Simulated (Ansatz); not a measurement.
MoP (WC type, space group P-6m2): energy against volume

MoP (WC type, space group P-6m2)

```cif
data_MoP
_chemical_formula_sum 'Mo1 P1'
_space_group_name_H-M_alt 'P 1'
_space_group_IT_number 1
_cell_length_a 3.24080
_cell_length_b 3.24080
_cell_length_c 3.19537
_cell_angle_alpha 90.000
_cell_angle_beta 90.000
_cell_angle_gamma 120.000
loop_
_space_group_symop_operation_xyz
  'x, y, z'
loop_
_atom_site_label
_atom_site_type_symbol
_atom_site_fract_x
_atom_site_fract_y
_atom_site_fract_z
_atom_site_occupancy
Mo1 Mo 0.00000 0.00000 0.00000 1
P1 P 0.66667 0.33333 0.50000 1
```

The volume is varied about the relaxed value V₀ at fixed cell shape. Symmetry pins the atoms to their sites.

All values below come from PBE (plane waves to 420 eV, PAW, scalar-relativistic; Ansatz, a first-principles code). k mesh 16×16×15 (Γ-centred), Fermi-Dirac smearing 0.05 eV. E stands for the smeared free energy. Compression counts positive. With the shape held, the modulus is that of even scaling; a crystal free to change shape is softer. MoP is run without spin polarisation. MoP was relaxed with its symmetry unable to fall. ΔE is measured from the relaxed starting cell.

```csv
V/V₀,ΔE (meV/atom),P (GPa)
0.940,41,15.8
0.952,25,12.2
0.964,14,8.9
0.976,6,5.7
0.988,1,2.8
1.000,0,0.0
1.012,1,-2.6
1.024,6,-5.0
1.036,12,-7.3
1.048,21,-9.4
1.060,33,-11.4
```

What the scan shows:

- Pressure at the smallest volume: 15.8 GPa
- Energy cost of the largest compression: 41 meV/atom
- Energy cost of the largest expansion: 33 meV/atom
- Bulk modulus at fixed cell shape B₀ (third-order Birch-Murnaghan fit): 223 GPa
- Pressure derivative B₀′ (fit): 4.4
- Equilibrium volume of the fit: 14.53 Å³/atom
- Pressure for 5 % compression (fit): 12.8 GPa

The 11 points together took around 60 core-seconds (rough).

(Under strain, the slope of the energy per volume gives the stress and its curvature an elastic modulus.)
